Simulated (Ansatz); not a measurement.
## HfO2 with Se replacing O: field gradients at two levels of theory

Cell: a supercell of HfO2 (fluorite type, Fm-3m) built from a structure deposited in the COD, with the ions relaxed around the defect (PBE).

Space group F-43m (No. 216); a = 10.2300 Å.

| site | Wyckoff | site symmetry | x | y | z |
| --- | --- | --- | --- | --- | --- |
| Hf1 | 16e | .3m | 0.3649 | 0.1351 | 0.3649 |
| Hf4 | 16e | .3m | 0.8781 | 0.8781 | 0.6219 |
| Se | 4a | -43m | 0.5000 | 0.0000 | 0.5000 |
| O10 | 24g | 2.mm | 0.7500 | 0.0065 | 0.7500 |
| O16 | 4b | -43m | 0.0000 | 0.5000 | 0.0000 |
| O17 | 4d | -43m | 0.7500 | 0.7500 | 0.7500 |
| O18 | 24f | 2.mm | 0.0000 | 0.7387 | 0.0000 |
| O24 | 4c | -43m | 0.2500 | 0.2500 | 0.2500 |

One atom of each set is listed; the run and its k-mesh use a cell of 24 atoms with edges of 7.23, 7.23, 7.23 Å.

First run. The numbers come from a DFT calculation in Ansatz (PBE, plane waves and PAW, scalar-relativistic, 420 eV cutoff, Γ-centred 3×3×3 k-points, Fermi–Dirac smearing 0.01 eV).

```json
{"site": "Hf1", "V_zz (10²¹ V/m²)": "-16.79", "η": "0.00"}
{"site": "Hf4", "V_zz (10²¹ V/m²)": "-0.60", "η": "0.00"}
{"site": "Se", "V_zz (10²¹ V/m²)": "0.00", "η": "–"}
{"site": "O10", "V_zz (10²¹ V/m²)": "0.80", "η": "0.20"}
{"site": "O18", "V_zz (10²¹ V/m²)": "-1.15", "η": "0.60"}
```

Second run. The same atoms and settings, except that the functional is r2SCAN and the cutoff is 500 eV.

**Question.** Given the first result, estimate the second.

**Answer.** 

```csv
site,V_zz,η,change of V_zz
Hf1,-17.05,0.00,-0.26
Hf4,-0.57,0.00,+0.03
Se,0.00,–,0.00
O10,0.84,0.02,+0.04
O18,-1.29,0.48,-0.14
```

The largest change of V_zz is on Hf1, from -16.79 to -17.05. In per cent, |V_zz| changes by -4 to +2 on Hf, +4 to +12 on O (all sites that start above 0.5). Where |V_zz| stays above 0.1, η moves most on O10, from 0.20 to 0.02. Other sites without a gradient aren't listed.

The defect repeats with the cell of 24 atoms, so it feels its images: sites between two images don't show the values beside a lone defect, and zeros or small values of η there can come from the images' arrangement. The relaxation keeps the site symmetry -43m of the start, so the impurity can't leave its site; a start off the site could end lower. This high-symmetry form of HfO2 is unstable when cold, to shifts of the oxygen columns, towards the tetragonal form. The symmetry of the cell holds that distortion back, wholly or in part, and it would change the field gradients, the more the larger the distortion. Without spin–orbit coupling the gradients at and beside Hf can be off by some per cent, at some sites by more.
For the first run: The cell keeps the host's lattice, where the PBE pressure is 17 GPa.
For the second run: The cell keeps the host's lattice, where the r2SCAN pressure is 11 GPa.
